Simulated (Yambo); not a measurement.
Excitons in La$_{2}$O$_{3}$

```xyz
5
Lattice="3.9308 0.0000 0.0000 -1.9654 3.4042 0.0000 0.0000 0.0000 6.1120" Properties=species:S:1:pos:R:3 pbc="T T T"
O      1.9654     1.1347     2.1643
O      0.0000     2.2694     3.9476
O      0.0000     0.0000     0.0000
La     1.9654     1.1347     4.6069
La     0.0000     2.2694     1.5050
```

The geometry is that of Materials Project entry mp-1968, symmetrised and not relaxed again.

BSE in Yambo on PBEsol (pw.x of Quantum ESPRESSO, ONCV potentials, with spin-orbit coupling) bands: 6×6×4 mesh, 12 valence and 8 conduction bands, static screening with 100 bands and a 3 Ry block, scissor 1.43 eV, Tamm-Dancoff; field along x.

| state | energy (eV) | states within 2 meV | relative strength | class | main transitions |
|---|---|---|---|---|---|
| 1 | 4.74 | 3 | 0.01 | weak | several band pairs |
| 2 | 4.80 | 3 | < 0.01 | dark | several band pairs |
| 3 | 4.80 | 1 | < 0.01 | dark | several band pairs |
| 4 | 4.81 | 1 | < 0.01 | dark | several band pairs |
| 5 | 4.81 | 2 | < 0.01 | weak | several band pairs |
| 6 | 4.88 | 1 | < 0.01 | dark | several band pairs |

These are vertical excitations (zero momentum); the indirect quasiparticle gap, about 5.17 eV, is smaller than the direct one (5.29 eV on the GW mesh). The direct quasiparticle gap on this mesh is 5.29 eV; counted from there, state 1 is bound by 0.55 eV. Convergence with the mesh was not shown.

Strengths are relative to the strongest of the lowest states of this run; strong means a line over 3 % of the spectrum's maximum, dark under 0.03 %. Absolute energies carry the error of the G0W0 scissor, whose convergence isn't established; the long-wavelength screening was taken along (1,1,1) although the crystal is anisotropic.

The 4f states are in the valence at their DFT position.
